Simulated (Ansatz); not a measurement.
Input and command of a plane-wave DFT calculation in Ansatz:

```yaml
crystal:
  lattice:
    - [5.3012, 0.0, 0.0]
    - [0.0, 5.9858, 0.0]
    - [0.0, 0.0, 2.8822]
  atoms:
    - { symbol: Fe, position: [0.0, 0.0, 0.0], spin: 4.0 }
    - { symbol: Fe, position: [0.5, 0.5, 0.5], spin: 4.0 }
    - { symbol: As, position: [0.1763, 0.3624, 0.0] }
    - { symbol: As, position: [0.8237, 0.6376, 0.0] }
    - { symbol: As, position: [0.6763, 0.1376, 0.5] }
    - { symbol: As, position: [0.3237, 0.8624, 0.5] }
basis:
  ecutwfc: 420
kpoints:
  mp_grid: { grid: [4, 4, 6] }
hamiltonian:
  xc: lda
scf:
  occupations: { method: gaussian, width: 0.1 }
  lower_state_search: "off"
output:
  forces: true
  stress: true
  eigenvalues: true
  populations: true
magnetization:
  spin_polarized: true
```

```bash
ansatz run input.yaml --threads 2 --pin off --max-ram 5120MiB --backend cpu --events-out ev --progress --plain --runs-dir out
```

Processor: Oxide Virtual Turin-like Processor (Zen 5), 2 threads, on a host shared with other jobs.

Q: Estimate time, memory and problem size.

A: About 21 s on 2 threads of Oxide Virtual Turin-like Processor (Zen 5) (shared host), peak memory 0.61 GiB. It solves 60 bands at 36 k points (the mesh reduced by the symmetry that the task leaves, which can be less than the crystal's) with about 1781 plane waves, in 15 SCF iterations.
